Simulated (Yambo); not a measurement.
Yambo run on a free-standing BN bilayer (symmetry P-3m1, slab cell 16.9 Å high). The wavefunctions are PBE (pw.x of Quantum ESPRESSO, ONCV potentials, no spin-orbit coupling) ones on a 12×12×1 mesh (8 occupied bands); a = b = 2.507 Å, c = 16.900 Å, α = β = 90.00°, γ = 120.00°.

Yambo input:

```
rim_cut
HF_and_locXC
RandQpts= 1000000
RandGvec= 2 Ry
CUTGeo= "slab z"
EXXRLvcs= 84 Ry
VXCRLvcs= 336 Ry
% QPkrange
 1 | 1 | 8 | 9 |
 7 | 7 | 8 | 9 |
 19 | 19 | 8 | 9 |
%
```

k points by index: 1 = Γ, 7 = M, 19 = K.

The o-*.hf file then holds:

```
#    K-point    Band    Eo [eV]    Ehf [eV]    Vxc [eV]    Vnlxc [eV]
#
    1    8    -1.317781    -5.754476    -18.40421    -22.84091
    1    9    5.039864    8.102518    -5.361851    -2.299196
    7    8    -0.651103    -4.346108    -16.01340    -19.70840
    7    9    4.537689    9.427488    -10.47725    -5.587450
    19    8    0.000000    -3.391494    -16.55768    -19.94918
    19    9    4.748713    9.998577    -10.98877    -5.738908
```
Exchange alone, without screening.

Geometry relaxed with PBE+D3(BJ).
